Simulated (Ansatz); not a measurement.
# Exact exchange in SnTe: computed gaps and pressures at one geometry

```
Sn Te
1.0
     0.00000    3.15650    3.15650
     3.15650    0.00000    3.15650
     3.15650    3.15650    0.00000
Sn Te
1 1
Cartesian
  3.1565 3.1565 3.1565
  0.0000 0.0000 0.0000
```

All runs: Ansatz, plane waves and PAW, scalar-relativistic (no spin–orbit coupling), 6×6×6 k-mesh, Gaussian smearing of 0.05 eV, no spin polarisation. Semilocal reference PBE: gap 0.08 eV, pressure 2.0 GPa. The hybrids carry no U.

Question: Order these functionals by the gap that they give, smallest first.
A. r2SCANh
B. HSE06-type hybrid with an exact-exchange fraction of 0.35 and a screening parameter of 0.1 Å⁻¹
C. HSE06-type hybrid with a screening parameter of 0.3 Å⁻¹

Answer: C (0.07 eV), A (0.31 eV), B (0.50 eV).

Question: What are the full results?

Answer: 
| functional | gap | pressure (GPa) | cutoff (eV) | core-seconds |
| --- | --- | --- | --- | --- |
| HSE06-type hybrid with an exact-exchange fraction of 0.1 | about zero (bands touch within the smearing) | 1.6 | 420 | 78 |
| HSE06-type hybrid with a screening parameter of 0.3 Å⁻¹ | 0.07 eV | 1.2 | 420 | 74 |
| r2SCANh | 0.31 eV | 1.3 | 500 | 110 |
| HSE06-type hybrid with an exact-exchange fraction of 0.35 and a screening parameter of 0.1 Å⁻¹ | 0.50 eV | 0.7 | 420 | 83 |

On shared hosts the hybrid runs at the reference's cutoff took roughly 35 to 40 times the core time of the semilocal one on the same mesh, with some more bands. Measured gap: 0.30 eV (direct; 0 K; a printed reference work (textbook)); 0.18 eV (direct; 300 K; a printed reference work (textbook)). Of 6 runs of this kind 2 are left out: 2 are in doubt (a state that may not be the lowest, a dispersion term untested past Rn, a pressure over 10 GPa or a known fault).

Caveats: core times come from shared hosts and scatter; gaps are read on a coarse mesh; spin–orbit coupling, left out, matters for gaps this small, and the order of the bands may change along the rows; stress loosely converged.
